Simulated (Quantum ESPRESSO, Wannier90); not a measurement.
## SnO (P4/nmm), plane waves to Wannier functions

Structure: Materials Project mp-2097, symmetrised, not relaxed again. COD (Crystallography Open Database) has the formula in 2 space groups, this one among them (matched by group alone). Level: PBEsol, spinors with spin-orbit coupling; pw.x of Quantum ESPRESSO at 68 Ry with PseudoDojo potentials, 6×6×6 k-points, Wannier90. Density: 8×8×6 mesh, Gaussian smearing 0.01 Ry. The cell is built of weakly bound layers, chains or molecules, whose nearest atoms lie 3.74 Å apart. Database cells relaxed without dispersion often hold them too far apart, which can enlarge gaps and weakens couplings between them; spacing and stacking were not compared with the measured crystal. With spin-orbit coupling a semilocal functional can close or falsely invert a small gap; the band order was not checked against a better method. The gap is small at this level and was sampled on the meshes and a path alone.

On the energy scale of pw.x, whose zero is arbitrary, the valence-band maximum lies at 9.83 eV.

Input w.win:

```
num_bands = 4
num_wann = 4
exclude_bands = 1-20,25-72
spinors = true
num_iter = 800
conv_tol = 1.0e-6
conv_window = 4
write_hr = true
write_u_matrices = true
auto_projections = true
begin unit_cell_cart
ang
    3.8137000000    0.0000000000    0.0000000000
    0.0000000000    3.8137000000    0.0000000000
    0.0000000000    0.0000000000    4.8869100000
end unit_cell_cart
begin atoms_frac
Sn   0.0000000000  0.5000000000  0.2353700000
Sn   0.5000000000  0.0000000000 -0.2353700000
O    0.5000000000  0.5000000000  0.0000000000
O    0.0000000000  0.0000000000  0.0000000000
end atoms_frac
mp_grid = 6 6 6
begin kpoints
0.0000000000 0.0000000000 0.0000000000
0.0000000000 0.0000000000 0.1666666667
0.0000000000 0.0000000000 0.3333333333
... (213 more lines: the 6x6x6 mesh through Gamma)
end kpoints
```

Input of pw2wannier90.x that gives the overlap and projection files (equivalent; here they were cut from one run over all bands):

```
&inputpp
  outdir = './out'
  prefix = 'pwscf'
  seedname = 'w'
  write_amn = .true.
  write_mmn = .true.
  atom_proj = .true.
  atom_proj_exclude = 1 2 3 4 5 6 7 8 9 10 11 12 13 14 15 16 17 18 19 20 21 22 23 24 25 26 27 28 29 30 31 32 33 34 35 36 39 40 41 42 43 44 47 48 49 50 51 52
/
```

Output w.wout (banner and timings cut):

```
                                    ------
                                    SYSTEM
                                    ------

                              Lattice Vectors (Ang)
                    a_1     3.813700   0.000000   0.000000
                    a_2     0.000000   3.813700   0.000000
                    a_3     0.000000   0.000000   4.886910

                   Unit Cell Volume:      71.07672  (Ang^3)

                        Reciprocal-Space Vectors (Ang^-1)
                    b_1     1.647530   0.000000   0.000000
                    b_2     0.000000   1.647530   0.000000
                    b_3     0.000000   0.000000   1.285717

 *----------------------------------------------------------------------------*
 |   Site       Fractional Coordinate          Cartesian Coordinate (Ang)     |
 +----------------------------------------------------------------------------+
 | sn   1   0.00000   0.50000   0.23537   |    0.00000   1.90685   1.15023    |
 | sn   2   0.50000   0.00000  -0.23537   |    1.90685   0.00000  -1.15023    |
 | o    1   0.50000   0.50000   0.00000   |    1.90685   1.90685   0.00000    |
 | o    2   0.00000   0.00000   0.00000   |    0.00000   0.00000   0.00000    |
 *----------------------------------------------------------------------------*
                                ------------
                                K-POINT GRID
                                ------------

             Grid size =  6 x  6 x  6      Total points =  216

 *---------------------------------- MAIN ------------------------------------*
 |  Number of Wannier Functions               :                 4             |
 |  Number of Objective Wannier Functions     :                 4             |
 |  Number of input Bloch states              :                 4             |
 |  Output verbosity (1=low, 5=high)          :                 1             |
 |  Timing Level (1=low, 5=high)              :                 1             |
 |  Optimisation (0=memory, 3=speed)          :                 3             |
 |  Length Unit                               :               Ang             |
 |  Post-processing setup (write *.nnkp)      :                 F             |
 |  Using Gamma-only branch of algorithms     :                 F             |
 *----------------------------------------------------------------------------*
 *------------------------------- WANNIERISE ---------------------------------*
 |  Total number of iterations                :               800             |
 |  Number of CG steps before reset           :                 5             |
 |  Trial step length for line search         :             2.000             |
 |  Convergence tolerence                     :         0.100E-05             |
 |  Convergence window                        :                 4             |
 |  Iterations between writing output         :                 1             |
 |  Iterations between backing up to disk     :               100             |
 |  Write r^2_nm to file                      :                 F             |
 |  Write xyz WF centres to file              :                 F             |
 |  Write on-site energies <0n|H|0n> to file  :                 F             |
 |  Use guiding centre to control phases      :                 F             |
 |  Use phases for initial projections        :                 F             |
 *----------------------------------------------------------------------------*
 *-------------------------------- PLOTTING ----------------------------------*
 |  Plotting Hamiltonian in WF basis          :                 T             |
 *----------------------------------------------------------------------------*

 *---------------------------------- K-MESH ----------------------------------*
 +----------------------------------------------------------------------------+
 |                    Distance to Nearest-Neighbour Shells                    |
 |                    ------------------------------------                    |
 |          Shell             Distance (Ang^-1)          Multiplicity         |
 |          -----             -----------------          ------------         |
 |             1                   0.214286                      2            |
 |             2                   0.274588                      4            |
 |             3                   0.348306                      8            |
 |             4                   0.388327                      4            |
 |             5                   0.428572                      2            |
 |             6                   0.443527                      8            |
 |             7                   0.508992                      8            |
 |             8                   0.549177                      4            |
       ... (lines left out)
 +----------------------------------------------------------------------------+
 | The b-vectors are chosen automatically                                     |
 | The following shells are used:                       1,  2                 |
 +----------------------------------------------------------------------------+
 |                        Shell   # Nearest-Neighbours                        |
 |                        -----   --------------------                        |
 |                          1               2                                 |
 |                          2               4                                 |
 +----------------------------------------------------------------------------+
 | Completeness relation is fully satisfied [Eq. (B1), PRB 56, 12847 (1997)]  |
 +----------------------------------------------------------------------------+
 |                  b_k Vectors (Ang^-1) and Weights (Ang^2)                  |
 |                  ----------------------------------------                  |
 |            No.         b_k(x)      b_k(y)      b_k(z)        w_b           |
 |            ---        --------------------------------     --------        |
 |             1         0.000000    0.000000    0.214286    10.888836        |
 |             2         0.000000    0.000000   -0.214286    10.888836        |
 |             3         0.000000    0.274588    0.000000     6.631409        |
 |             4         0.274588    0.000000    0.000000     6.631409        |
 |             5         0.000000   -0.274588    0.000000     6.631409        |
 |             6        -0.274588    0.000000    0.000000     6.631409        |
 +----------------------------------------------------------------------------+
 |                           b_k Directions (Ang^-1)                          |
 |                           -----------------------                          |
 |            No.           x           y           z                         |
 |            ---        --------------------------------                     |
 |             1         0.000000    0.000000    0.214286                     |
 |             2         0.000000    0.274588    0.000000                     |
 |             3         0.274588    0.000000    0.000000                     |
 +----------------------------------------------------------------------------+

 Starting a new Wannier90 calculation ...

 Reading overlaps from w.mmn

 Reading projections from w.amn

 *------------------------------- WANNIERISE ---------------------------------*
 +--------------------------------------------------------------------+<-- CONV
 | Iter  Delta Spread     RMS Gradient      Spread (Ang^2)            |<-- CONV
 +--------------------------------------------------------------------+<-- CONV

 ------------------------------------------------------------------------------
 Initial State
  WF centre and spread    1  (  1.906850,  1.906850, -0.000000 )     1.48006242
  WF centre and spread    2  (  1.906850,  1.906850, -0.000000 )     1.48006242
  WF centre and spread    3  (  0.000000, -0.000000,  0.000000 )     1.48006242
  WF centre and spread    4  ( -0.000000,  0.000000, -0.000000 )     1.48006242
  Sum of centres and spreads (  3.813700,  3.813700, -0.000000 )     5.92024969

      0     0.592E+01     0.0000000000        5.9202496872  <-- CONV
        O_D=      0.0047471 O_OD=      0.0066310 O_TOT=      5.9202497 <-- SPRD
 ------------------------------------------------------------------------------
      1    -0.182E-03     0.0103905738        5.9200676116  <-- CONV
        O_D=      0.0047408 O_OD=      0.0064552 O_TOT=      5.9200676 <-- SPRD
      2    -0.776E-05     0.0028174896        5.9200598493  <-- CONV
        O_D=      0.0047408 O_OD=      0.0064475 O_TOT=      5.9200598 <-- SPRD
      3    -0.573E-06     0.0007982708        5.9200592767  <-- CONV
        O_D=      0.0047406 O_OD=      0.0064471 O_TOT=      5.9200593 <-- SPRD
      4    -0.179E-06     0.0003488300        5.9200590976  <-- CONV
        O_D=      0.0047404 O_OD=      0.0064471 O_TOT=      5.9200591 <-- SPRD
      5    -0.204E-06     0.0003853829        5.9200588935  <-- CONV
        O_D=      0.0047401 O_OD=      0.0064472 O_TOT=      5.9200589 <-- SPRD
      6    -0.123E-06     0.0004075722        5.9200587704  <-- CONV
        O_D=      0.0047398 O_OD=      0.0064474 O_TOT=      5.9200588 <-- SPRD
             <<<     Delta < 1.000E-06  over  4 iterations     >>>
             <<< Wannierisation convergence criteria satisfied >>>
 Final State
  WF centre and spread    1  (  1.906850,  1.906850, -0.000000 )     1.48001470
  WF centre and spread    2  (  1.906850,  1.906850, -0.000000 )     1.48001470
  WF centre and spread    3  (  0.000000, -0.000000,  0.000000 )     1.48001469
  WF centre and spread    4  ( -0.000000,  0.000000, -0.000000 )     1.48001469
  Sum of centres and spreads (  3.813700,  3.813700, -0.000000 )     5.92005878

         Spreads (Ang^2)       Omega I      =     5.908871542
        ================       Omega D      =     0.004739832
                               Omega OD     =     0.006447397
    Final Spread (Ang^2)       Omega Total  =     5.920058770
```
